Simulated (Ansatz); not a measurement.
# Calculated with Ansatz: LuCo3B2, settings compared

Run with:

```bash
ansatz run input.yaml --threads 1 --pin off --max-ram 2560MiB --backend cpu --events-out ev --progress --plain --runs-dir out
```

The input file (Ansatz 0.2.0, plane waves):

```yaml
crystal:
  lattice:
    - [5.032281, 0.0, 0.0]
    - [-2.51614, 4.358083, 0.0]
    - [0.0, 0.0, 3.079849]
  atoms:
    - { symbol: Lu, position: [0.0, 0.0, 0.0] }
    - { symbol: B, position: [0.3333, 0.6667, 0.0] }
    - { symbol: B, position: [0.6666, 0.3333, 0.0] }
    - { symbol: Co, position: [0.5, 0.0, 0.5] }
    - { symbol: Co, position: [0.5, 0.5, 0.5] }
    - { symbol: Co, position: [0.0, 0.5, 0.5] }
  symmetry: { tolerance: 0.0003 }
kpoints:
  mp_grid: { grid: [4, 4, 6], shift: [0, 0, 0] }
magnetization:
  spin_polarized: false
scf:
  occupations: { method: fermi_dirac }
hamiltonian:
  pseudopotentials: { kind: paw }
  xc: r2scan
basis:
  ecutwfc: 500
output:
  forces: true
  stress: true
  eigenvalues: true
relax:
  max_steps: 40
  cell: {}
```

Origin of the cell: a database entry, scaled a little.

The smearing width isn't typed, so it takes its default of 0.1 eV.

Output of this run (shortened):

```
Warning: the atoms were moved onto the symmetric positions of the space group found under crystal.symmetry.tolerance 3.0e-4 (fractional; no operation is sought that the atoms, as they stand i […]
Pseudopotentials: kind: paw
Pseudopotential: Lu, paw, valence charge 25, recommended cutoff 500 eV (meta_gga), Lu.paw.azcp
Pseudopotential: B, paw, valence charge 3, recommended cutoff 500 eV (meta_gga), B.paw.azcp
Pseudopotential: Co, paw, valence charge 17, recommended cutoff 500 eV (meta_gga), Co.paw.azcp
Functional definition: r2SCAN
  exchange = r2scan_x(k0 = k0, k1 = k1, a1 = a1)
  correlation = r2scan_c
Crystal: 6 atoms, lattice volume = 67.544 Å³
Basis set: ecut = 500 eV, 1757 PW (Γ), exchange–correlation on 160×160×96 points (64 copies of the dense FFT grid, shifted against one another)
Bands: 50, of which v1, the nominal top of the filled ones, is band 41 counted from 1 (40 counted from 0)
[… 12 lines left out …]
Initial density: superposition of atomic densities (neutral atoms: chi_scale 0, normalization atom), corrected by the library's trained network
Functional: x = r2scan, c = r2scan; τ floored in thin density (d = 2e-4 eV/Å³)
SCF iter   1: F=—  HF=-30453.762014 eV  Δρ=2.70e-2  dr2=3.74e-1  dr2_τ=2.24e-1
SCF iter   2: F=—  HF=-30453.920517 eV  Δρ=2.09e-2  dr2=1.57e-1  dr2_τ=6.15e-3  defer=14
SCF iter   3: F=—  HF=-30453.888313 eV  Δρ=9.42e-3  dr2=5.77e-2  dr2_τ=3.90e-4  defer=14
SCF iter   4: F=—  HF=-30453.885131 eV  Δρ=2.85e-3  dr2=3.27e-3  dr2_τ=4.36e-4  defer=14
SCF iter   5: F=—  HF=-30453.884119 eV  Δρ=3.01e-3  dr2=3.36e-3  dr2_τ=1.42e-4  defer=14
SCF iter   6: F=—  HF=-30453.884813 eV  Δρ=1.37e-3  dr2=1.25e-3  dr2_τ=2.79e-5  defer=14
SCF iter   7: F=—  HF=-30453.884740 eV  Δρ=1.14e-3  dr2=7.36e-4  dr2_τ=8.15e-6  defer=14
SCF iter   8: F=—  HF=-30453.884707 eV  Δρ=5.03e-4  dr2=1.34e-4  dr2_τ=2.06e-6  defer=14
SCF iter   9: F=—  HF=-30453.884702 eV  Δρ=2.32e-5  dr2=2.67e-7  dr2_τ=2.37e-8  defer=14
SCF iter  10: F=—  HF=-30453.884708 eV  Δρ=1.72e-5  dr2=8.42e-8  dr2_τ=2.43e-8
SCF iter  11: F=-30453.884708 eV  HF=-30453.884708 eV  Δρ=3.49e-6  dr2=3.31e-9  dr2_τ=2.41e-9
relax step   1: F+E_penalty+E_count = -30453.884708 eV  Δ(F+E_penalty+E_count) = +0.000e0 eV  max|allowed force component| = 1.187e-16 eV/Å  Δτ_max = 0.0000 Å  P = -15.570 GPa  Ω = 67.544 Å³ […]
relax step   2: F+E_penalty+E_count = -30454.135065 eV  Δ(F+E_penalty+E_count) = -2.504e-1 eV  max|allowed force component| = 1.943e-16 eV/Å  Δτ_max = 0.0000 Å  P = -4.443 GPa  Ω = 63.631 Å³ […]
relax step   3: F+E_penalty+E_count = -30454.164227 eV  Δ(F+E_penalty+E_count) = -2.916e-2 eV  max|allowed force component| = 1.095e-16 eV/Å  Δτ_max = 0.0000 Å  P = +0.555 GPa  Ω = 62.209 Å³ […]
relax step   4: F+E_penalty+E_count = -30454.166554 eV  Δ(F+E_penalty+E_count) = -2.327e-3 eV  max|allowed force component| = 1.411e-16 eV/Å  Δτ_max = 0.0000 Å  P = +0.247 GPa  Ω = 62.288 Å³ […]
relax step   5: F+E_penalty+E_count = -30454.166799 eV  Δ(F+E_penalty+E_count) = -2.443e-4 eV  max|allowed force component| = 1.126e-16 eV/Å  Δτ_max = 0.0000 Å  P = +0.001 GPa  Ω = 62.354 Å³ […]
relax step   6: F+E_penalty+E_count = -30454.164219 eV  Δ(F+E_penalty+E_count) = +2.579e-3 eV  max|allowed force component| = 8.172e-17 eV/Å  Δτ_max = 0.0000 Å  P = -0.048 GPa  Ω = 62.354 Å³  stress off target by 6.08e-2 GPa […]
relax step   7: F+E_penalty+E_count = -30454.164231 eV  Δ(F+E_penalty+E_count) = -1.111e-5 eV  max|allowed force component| = 1.145e-16 eV/Å  Δτ_max = 0.0000 Å  P = +0.002 GPa  Ω = 62.340 Å³ […]
relax step   8: F+E_penalty+E_count = -30454.164216 eV  Δ(F+E_penalty+E_count) = +1.467e-5 eV  max|allowed force component| = 1.187e-16 eV/Å  Δτ_max = 0.0000 Å  P = +0.002 GPa  Ω = 62.340 Å³  stress off target by 2.68e-3 GPa […]
SCF 8 converged in 6 iterations: F = -30454.164216 eV  dr2 = 1.86e-11
basis re-selected at this cell: Δ(F+E_penalty+E_count) = +1.467e-5 eV, ΔP = -0.000 GPa vs the last step (what re-selecting the basis moved, of the pressure what is left beyond the Pulay corre […]
SCF converged after 6 iterations
Free energy (F): -30454.164216 eV
Harris-Foulkes:  -30454.164216 eV  (|F-HF|=1.46e-11)
Internal energy: -30454.054902 eV  (E = F + TS)
E sigma→0 (E₀):  -30454.109559 eV
Entropy (-TS):   -0.109313 eV (-18.219 meV/atom)
Fermi energy:    18.383638 eV
--- Per-component energies (eV) ---
  E_band       = -609.555418
  E_kinetic    = 1896.748622
  E_local      = -14974.744359  (includes V_loc(G=0)·N_el)
  E_nonlocal   = 1955.714421
  E_hartree    = 6345.409885
  E_xc         = -757.213852
  E_vxc        = -1075.583770  (∫ρ·V_xc dr)
  E_paw        = -12114.670342  (= ΣΔE_a)
  E_vpaw       = -1167.533652  (= ΣTr[D̂ρ^β])
  E_aug_tail   = 0.000127  (compensation charges beyond the density's cutoff)
  E_vtau       = 65.023756  (kinetic-family band-sum trace: ∫τ·v_τ [+ j·A + Jᵃ·Aᵃ] dr)
  E_ewald      = -12805.054424
  E_core_change = -0.244980  (= ΣΔE_core)
  E_smearing   = -0.109313  (= −TS)
  Σ components = -30454.164216   (vs F -30454.164216, Δ=0.00e0)
--- Forces (eV/Å), atoms counted from 1 ---
  atom   1  Lu     0.000000    -0.000000     0.000000
  atom   2  B     -0.000000    -0.000000     0.000000
  atom   3  B      0.000000     0.000000    -0.000000
  atom   4  Co     0.000000     0.000000     0.000000
  atom   5  Co     0.000000    -0.000000     0.000000
  atom   6  Co     0.000000     0.000000     0.000000
  max |Σ_I F_I| component: 1.85e-17 eV/Å
--- Stress (GPa, compression-positive) ---
        0.001388       0.000000       0.000000
        0.000000       0.001388      -0.000000
        0.000000      -0.000000       0.002682
  P = ⅓ Tr σ = 0.0018 GPa (0.018 kbar)
--- Relaxed structure (6 steps of the walk, 6 accepted, 2 SCFs on fresh bases) ---
  F+E_penalty+E_count = -30454.164216 eV   max|allowed force component| = 1.187e-16 eV/Å   (the final SCF, on the basis selected at the relaxed cell)
  cell:  # Å, volume = 62.3402 Å³
    - [4.931613, -2.829e-7, 5.492e-18]
    - [-2.465806, 4.270902, -2.746e-18]
    - [3.361e-18, 0.0, 2.959781]
  atoms:
    - { symbol: Lu, position: [-5.393e-18, 0.0, 0.0] }
    - { symbol: B, position: [0.333333, 0.666667, 0.0] }
    - { symbol: B, position: [0.666667, 0.333333, 0.0] }
    - { symbol: Co, position: [0.500000, 0.0, 0.5] }
    - { symbol: Co, position: [0.5, 0.5, 0.5] }
    - { symbol: Co, position: [-3.408e-19, 0.500000, 0.5] }
```

The same input was run again with these changes:

1. `scf.algorithm` default → direct_min
2. `scf.occupations.method` fermi_dirac → gaussian; `scf.occupations.width` default → 0.1
3. `hamiltonian.pseudopotentials` { kind: paw } → { kind: paw, source: jth }; `scf.n_extra_bands` default → 16
4. `scf.mixing.preconditioner` default → none

```
 run        end  SCF iterations  volume (Å³/atom)  max force component (eV/Å)  gap on mesh (eV)  moment (μB)  ΔE(σ→0) (meV/atom)
base  converged              66             10.39                       0.000              none            –                   0
   1  converged              43             10.39                       0.000              none            –                0.00
   2  converged              67             10.38                       0.000              none            –                1.30
   3  converged              64             10.48                       0.000              none            –                   –
   4  converged              61             10.39                       0.000              none            –                0.00
```

Energies are compared only where functional, datasets, charge and starting cell are the same.

Caveats of the base run: no spin polarisation, so a magnetic state may lie lower; no spin-orbit coupling, though heavy elements are present; the k mesh is coarse if the cell is a metal; the relaxation held the start's symmetry, so the end may be a saddle point.

Run 3: the cutoff lies below the datasets' advice.

Time of the base run: 81 s on 1 thread of Arm Neoverse V2, with other jobs on the host, peak memory 0.58 GiB, from the program's own first density.
